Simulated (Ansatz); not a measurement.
**Data sheet: Sn3Te2Se (DFT)**

Sn$_{3}$Te$_{2}$Se:
```
Sn3Te2Se
1.0
    4.33526     0.00000     0.00000
   -2.16763     3.75445     0.00000
    0.00000     0.00000    10.55748
Sn Te Se
3 2 1
Direct
  0.00000   0.00000   0.50000
  0.33333   0.66667   0.15139
  0.66667   0.33333   0.84861
  0.33333   0.66667   0.67449
  0.66667   0.33333   0.32551
  0.00000   0.00000   0.00000
```

Space group P-3m1 (No. 164); conventional cell a = 4.335 Å, b = 4.335 Å, c = 10.557 Å, α = 90.00°, β = 90.00°, γ = 120.00°.

Method: LDA (plane waves, PAW; program Ansatz). Geometry: relaxed at this level of theory. Other levels are named where they apply.

Cell and energy:

```yaml
volume_per_atom: 28.64 Å³
density: 6.67 g/cm³
Formation energy from the elements (no fitted shifts): -0.32 eV/atom
```

Electronic structure:

```yaml
electronic_character: no gap, with almost no states at the Fermi level (zero-gap or semimetallic)
Density of states at the Fermi level: 0.00 states/eV per atom (mean over ±0.08 eV)
```

Mechanics:

```yaml
Bulk modulus (Birch–Murnaghan fit): 53.2 GPa
Pressure derivative B′: 4.4
```

Phonons:

```yaml
highest_zone_centre_frequency: 17.9 meV
zone_centre_stability: no imaginary mode at Γ
```

The workflow started from a Materials Project entry (that database holds measured and hypothetical structures alike); the Crystallography Open Database copy checked does not list it. Whether it is the stable phase at ambient conditions was not checked. The LDA relaxation kept the symmetry of its start. As this level gives no gap, phonon frequencies hold no LO–TO term and depend on the k-mesh and smearing (Fermi–Dirac, 0.1 eV here). The references are the lowest solids computed at this level, not always the standard phases. Spin–orbit coupling is left out wherever it is not named.

Potentials: the later of the program's two PAW sets.
